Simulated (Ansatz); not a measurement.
A relaxation computed with Ansatz, from input to last step.

```yaml
crystal:
  lattice:
    - [4.469576102, 0.0, 0.0]
    - [-2.234788051, 3.8707664485, 0.0]
    - [0.0, 0.0, 2.7705706779]
  atoms:
    - { symbol: Ti, position: [0.0, 0.0, 0.0] }
    - { symbol: Ti, position: [0.3333333333, 0.6666666667, 0.5] }
    - { symbol: Ti, position: [0.6666666667, 0.3333333333, 0.5] }
basis:
  ecutwfc: 420
kpoints:
  mp_grid: { grid: [12, 12, 14] }
hamiltonian:
  xc: pbesol
scf:
  occupations: { method: gaussian, width: 0.1 }
output:
  forces: true
  stress: true
  eigenvalues: true
relax:
  adjacent_minimum: "off"
  f_tol: 0.01
  max_steps: 30
  cell: { stress_tol: 0.1, fix: [volume] }
```

```bash
ansatz run input.yaml --threads 1 --pin off --max-ram 2560MiB --backend cpu --events-out ev --progress --plain --runs-dir out
```

The calculation used DFT PBEsol, scalar-relativistic, plane waves, PAW in Ansatz 0.2.0.

The volume is held at 0.97 times that of the relaxed cell.

Of 3 frames 3 are shown, positions in Å and forces in eV/Å; the SCF threshold varies from step to step. Steps run on the plane waves of an earlier cell, with a Pulay correction in the pressure. The basis is chosen afresh for the last frame, the zero of the energies, and at times for earlier ones too; energy and pressure step there, also at an unchanged geometry.

```xyz
3
Lattice="4.4696 0.0000 0.0000 -2.2348 3.8708 0.0000 0.0000 0.0000 2.7706" Properties=species:S:1:pos:R:3:forces:R:3 pbc="T T T" step=1 free_energy_over_end_meV_per_atom=0.02 pressure_GPa=3.85
Ti    0.0000    0.0000    0.0000    0.0000    0.0000    0.0000
Ti    0.0000    2.5805    1.3853    0.0000    0.0000    0.0000
Ti    2.2348    1.2903    1.3853    0.0000    0.0000    0.0000
3
Lattice="4.4667 0.0000 0.0000 -2.2334 3.8683 0.0000 0.0000 0.0000 2.7741" Properties=species:S:1:pos:R:3:forces:R:3 pbc="T T T" step=2 free_energy_over_end_meV_per_atom=0.00 pressure_GPa=3.84
Ti    0.0000    0.0000    0.0000    0.0000    0.0000    0.0000
Ti    0.0000    2.5789    1.3870    0.0000    0.0000    0.0000
Ti    2.2334    1.2894    1.3870    0.0000    0.0000    0.0000
3
Lattice="4.4667 0.0000 0.0000 -2.2334 3.8683 0.0000 0.0000 0.0000 2.7741" Properties=species:S:1:pos:R:3:forces:R:3 pbc="T T T" step=3 free_energy_over_end_meV_per_atom=0.00 pressure_GPa=3.84
Ti    0.0000    0.0000    0.0000    0.0000    0.0000    0.0000
Ti    0.0000    2.5789    1.3870    0.0000    0.0000    0.0000
Ti    2.2334    1.2894    1.3870    0.0000    0.0000    0.0000
```

It took 9 s on 1 thread of AMD EPYC 9R45 96-Core Processor (Zen 5), on a shared host, peak memory 0.49 GiB.